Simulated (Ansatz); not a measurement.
ZnSe:
```cif
data_Se4Zn4
_chemical_formula_sum 'Zn4 Se4'
_space_group_name_H-M_alt 'P 1'
_space_group_IT_number 1
_cell_length_a 6.50874
_cell_length_b 4.12344
_cell_length_c 6.92502
_cell_angle_alpha 90.000
_cell_angle_beta 90.000
_cell_angle_gamma 90.000
loop_
_space_group_symop_operation_xyz
  'x, y, z'
loop_
_atom_site_label
_atom_site_type_symbol
_atom_site_fract_x
_atom_site_fract_y
_atom_site_fract_z
_atom_site_occupancy
Zn1 Zn 0.14072 0.25000 0.88922 1
Zn2 Zn 0.35928 0.75000 0.38922 1
Zn3 Zn 0.85928 0.75000 0.11078 1
Zn4 Zn 0.64072 0.25000 0.61078 1
Se1 Se 0.75893 0.25000 0.94127 1
Se2 Se 0.74107 0.75000 0.44127 1
Se3 Se 0.24107 0.75000 0.05873 1
Se4 Se 0.25893 0.25000 0.55873 1
```

Relaxed with r²SCAN+D4.

Problem. Tabulate the valence density and the electron localisation function along the shortest Zn–Se contact (2.41 Å), DFT-r²SCAN+D4 in the program Ansatz with PAW potentials.

Solution. 

```
distance from Zn (Å)  density (e/Å³)   ELF
--------------------  --------------  ----
0.24                           24.46  0.00
0.36                           11.65  0.00
0.48                            4.71  0.02
0.60                            1.95  0.07
0.72                            0.99  0.13
0.85                            0.63  0.18
0.97                            0.48  0.23
1.09                            0.45  0.37
1.21                            0.49  0.60
1.33                            0.59  0.76
1.45                            0.73  0.81
1.57                            0.95  0.82
1.69                            1.53  0.79
1.81                            3.03  0.71
1.93                            6.67  0.55
2.05                           14.32  0.34
2.17                           26.58  0.18
```

The density is the valence pseudo-density with augmentation charge, so density and ELF within about 1 Å of a nucleus are not all-electron values.

Space group Pnma. The start of the workflow was typed in or built on a structure type; neither database checked (COD, Materials Project) lists it. It is not the phase usual at ambient conditions (space group No. 216). The r²SCAN+D4 relaxation kept the symmetry of its start; its stability against distortions is not shown here.

Potentials: the later of the program's two PAW sets.
